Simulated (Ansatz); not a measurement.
**Two-dimensional strain map in Cs**

Computed with Ansatz 0.2.0, DFT PBEsol, scalar-relativistic, plane waves, PAW. The runs took a 420 eV cutoff, a Γ-centred 12×12×12 mesh and Gaussian smearing (0.15 eV). No spin polarisation. Energies are free energies at this smearing, counted from the undisturbed cell; pressure is positive in compression.

The undisturbed cell (as given, not relaxed at this level; it stands at 0.0 GPa):

```xyz
1
Lattice="-3.0225 3.0225 3.0225 3.0225 -3.0225 3.0225 3.0225 3.0225 -3.0225" Properties=species:S:1:pos:R:3 pbc="T T T"
Cs    0.0000    0.0000    0.0000
```

The cell is strained by p along both x and y and by q along z, fractional coordinates fixed. Points are written (p, q).

Energy above the undisturbed cell in meV/atom (a dash: not computed):

| p \ q | -0.050 | -0.025 | 0.000 | 0.025 | 0.050 |
| --- | --- | --- | --- | --- | --- |
| -0.050 | 13.6 | 8.8 | 5.2 | 2.7 | 1.1 |
| -0.025 | 5.1 | 2.3 | 0.6 | 0.0 | 0.1 |
| 0.000 | 0.9 | -0.1 | 0.0 | 1.0 | 2.8 |
| 0.025 | 0.5 | 1.1 | 2.8 | 5.3 | 8.6 |
| 0.050 | 3.5 | 5.5 | 8.6 | 12.5 | 17.1 |

Pressure in GPa:

```csv
p \ q,-0.050,-0.025,0.000,0.025,0.050
-0.050,0.3,0.3,0.2,0.1,0.1
-0.025,0.2,0.1,0.1,0.0,0.0
0.000,0.1,0.0,0.0,-0.1,-0.1
0.025,0.0,-0.1,-0.1,-0.2,-0.2
0.050,-0.1,-0.2,-0.2,-0.2,-0.3
```